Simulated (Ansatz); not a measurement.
**Sn5Rh6S2: input and output**

The input, for Ansatz 0.2.0 (plane waves, PAW):

```yaml
crystal:
  lattice:
    - [3.454498, 5.983362, 0.0]
    - [-3.454498, 5.983362, 0.0]
    - [0.0, 0.0, 5.880455]
  atoms:
    - { symbol: S, position: [0.0, 0.0, 0.5] }
    - { symbol: Sn, position: [0.0, 0.5982, 0.0] }
    - { symbol: Sn, position: [0.5982, 0.4018, 0.0] }
    - { symbol: Sn, position: [0.4018, 0.0, 0.0] }
    - { symbol: S, position: [0.0, 0.0, 0.0] }
    - { symbol: Sn, position: [0.3333, 0.3334, 0.5] }
    - { symbol: Sn, position: [0.6667, 0.6666, 0.5] }
    - { symbol: Rh, position: [0.2551, 0.7449, 0.2542] }
    - { symbol: Rh, position: [0.7449, 0.0, 0.7458] }
    - { symbol: Rh, position: [0.0, 0.2551, 0.2542] }
    - { symbol: Rh, position: [0.2551, 0.7449, 0.7458] }
    - { symbol: Rh, position: [0.7449, 0.0, 0.2542] }
    - { symbol: Rh, position: [0.0, 0.2551, 0.7458] }
  symmetry: { tolerance: 0.0003 }
kpoints:
  mp_grid: { grid: [6, 6, 6], shift: [0, 0, 0] }
  band_path:
    path:
      - [0.0, 0.0, 0.0]
      - [0.49999994, 0.50000002, 0.0]
      - [0.33333329, 0.66666675, 0.0]
      - [0.0, 0.0, 0.0]
      - [0.0, 0.0, 0.5]
      - [0.49999994, 0.50000002, 0.5]
      - [0.33333329, 0.66666675, 0.5]
      - [0.0, 0.0, 0.5]
      - [0.49999994, 0.50000002, 0.5]
      - [0.49999994, 0.50000002, 0.0]
      - [0.33333329, 0.66666675, 0.5]
    npoints: 6
magnetization:
  spin_polarized: false
scf:
  occupations: { method: fermi_dirac }
  lower_state_search: "off"
  max_iter: 200
hamiltonian:
  pseudopotentials: { kind: paw }
  xc: r2scan
basis:
  ecutwfc: 500
  fft_grid_basis: typed
output:
  forces: true
  stress: true
  eigenvalues: true
  bader: true
  populations: true
  elf: true
  write_potential: true
  volumetric_format: npy
  dos:
    e_range: [-12, 8]
    de: 0.05
    projected: { site_lists: { Rh: [Rh], S: [S], Sn: [Sn] } }
checkpoint:
  read: saved_state
```

The run starts from an earlier solution of this cell. 

Parts of the output:

```
Free energy (F): -70498.8660 eV
Harris-Foulkes:  -70498.8660 eV  (|F-HF|=6.94e-9)
Internal energy: -70498.5729 eV  (E = F + TS)
E sigma→0 (E₀):  -70498.7194 eV
Entropy (-TS):   -0.2931 eV (-22.547 meV/atom)
Fermi energy:    15.0901 eV
--- Stress (GPa, compression-positive) ---
       -0.3267       0.0000       0.0000
        0.0000      -0.3267       0.0000
        0.0000       0.0000      -0.3445
  P = ⅓ Tr σ = -0.3326 GPa (-3.326 kbar)
--- Löwdin populations: 13 sites ---
  site symbol       q [e]
     0      S      5.7821
     1     Sn     13.9546
     2     Sn     13.9546
     3     Sn     13.9546
     4      S      5.7760
     5     Sn     14.0057
     6     Sn     14.0057
     7     Rh     16.9220
     8     Rh     16.9220
     9     Rh     16.9220
    10     Rh     16.9220
    11     Rh     16.9220
    12     Rh     16.9220
  spilling = 0.0056 (of n_electrons = 184.0000)
```

Origin: a known structure type with other elements, at an estimated volume, so it need not be a known compound. Caveats: many states at the Fermi level without spin polarisation, so a magnetic state may lie lower.
